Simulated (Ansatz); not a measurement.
Computed with Ansatz 0.2.0, DFT PBE, scalar-relativistic, plane waves, PAW. Each cell gets a short relaxation within its symmetry: 420 eV, a coarse mesh through Γ, smearing of 0.2 eV, at most 16 steps to 0.08 eV/Å and 0.8 GPa. No spin polarisation. Energies are free energies per atom, good to about 0.1 eV/atom between metallic cells, end volumes are rough, and groups of ends are read at 0.1 Å.

Two trial cells of ZrGe₂Pd₃, not yet relaxed:

A.

```cif
data_structure
_symmetry_space_group_name_H-M 'P4mm'
_symmetry_Int_Tables_number 99
_cell_length_a 4.1942
_cell_length_b 4.1942
_cell_length_c 6.4762
_cell_angle_alpha 90.000
_cell_angle_beta 90.000
_cell_angle_gamma 90.000
_cell_volume 113.92
loop_
_atom_site_label
_atom_site_type_symbol
_atom_site_symmetry_multiplicity
_atom_site_Wyckoff_symbol
_atom_site_fract_x
_atom_site_fract_y
_atom_site_fract_z
_atom_site_occupancy
Zr1 Zr 1 a 0.00000 0.00000 0.82127 1
Ge1 Ge 1 b 0.50000 0.50000 0.21483 1
Ge2 Ge 1 b 0.50000 0.50000 0.92692 1
Pd1 Pd 2 c 0.50000 0.00000 0.39528 1
Pd2 Pd 1 b 0.50000 0.50000 0.51733 1
```

B.

```cif
data_structure
_symmetry_space_group_name_H-M 'P-3m1'
_symmetry_Int_Tables_number 164
_cell_length_a 4.1844
_cell_length_b 4.1844
_cell_length_c 6.4197
_cell_angle_alpha 90.000
_cell_angle_beta 90.000
_cell_angle_gamma 120.000
_cell_volume 97.34
loop_
_atom_site_label
_atom_site_type_symbol
_atom_site_symmetry_multiplicity
_atom_site_Wyckoff_symbol
_atom_site_fract_x
_atom_site_fract_y
_atom_site_fract_z
_atom_site_occupancy
Zr1 Zr 1 a 0.00000 0.00000 0.00000 1
Ge1 Ge 2 d 0.33333 0.66667 0.88952 1
Pd1 Pd 3 f 0.50000 0.00000 0.50000 1
```

**Question.** Does the order of the two change on relaxation?

**Answer.** As given, A is lower by 0.83 eV/atom. Relaxed, B is lower by 0.19 eV/atom, so the order turns round. A goes from P4mm at 19.0 Å³/atom to P4mm at 20.8 Å³/atom and gains 1.84 eV/atom. B goes from P-3m1 at 16.2 Å³/atom to P6/mmm at 17.2 Å³/atom and gains 2.86 eV/atom. The closest pair in A goes from Ge–Ge at 1.86 Å to Ge–Pd at 2.35 Å. The closest pair in B goes from Pd–Pd at 2.09 Å to Ge–Pd at 2.54 Å. At the end: counting Ge atoms around Pd and Zr (those within 1.25 times the shortest such distance or 1.15 times the sum of covalent radii; a slash parts the counts of unlike sites), A has Zr 4, Pd 1/2 and B has Zr 6, Pd 4. A holds Ge–Ge pairs (shortest 2.42 Å); in B the shortest Ge–Ge distance is 3.16 Å. The lowest end among all the guesses of this search lies 0.19 eV/atom under the better of the two.
